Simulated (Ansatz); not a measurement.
Starting structure of a cell relaxation (symmetry kept):

```
CELL_PARAMETERS angstrom
3.79022 0.00000 0.00000
-1.89511 3.28243 0.00000
0.00000 0.00000 6.39480
ATOMIC_POSITIONS crystal
Mn 0.33333 0.66667 0.38819
Mn 0.66667 0.33333 0.61181
Zn 0.00000 0.00000 0.00000
As 0.33333 0.66667 0.75736
As 0.66667 0.33333 0.24264
```

Computed with Ansatz, DFT PBEsol, scalar-relativistic, plane waves, PAW.

Cutoff 420 eV; k points 12×12×6 on the computed 5-atom cell (Γ-centred); Gaussian smearing, width 0.10 eV; collinear spin from starting moments 2.18 2.18 0 0 0 μB.

What does it relax to?

The volume increases by 0.01 Å³/atom to 15.92 Å³/atom, and the energy falls by 0.2 meV/atom. The cell ends with a moment of 4.16 μB (only this magnetic start was tried). Final structure:
```
Mn Zn As
1.0
     3.80471    0.00000    0.00000
    -1.90236    3.29498    0.00000
     0.00000    0.00000    6.35104
Mn Zn As
2 1 2
Cartesian
  0.0000 2.1967 2.4499
  1.9024 1.0983 3.9012
  0.0000 0.0000 0.0000
  0.0000 2.1967 4.8080
  1.9024 1.0983 1.5430
```

Only parallel moments were tried here.

Cost: 1 run of about 6.7 core-minutes, on Arm Neoverse V1 (shared hosts).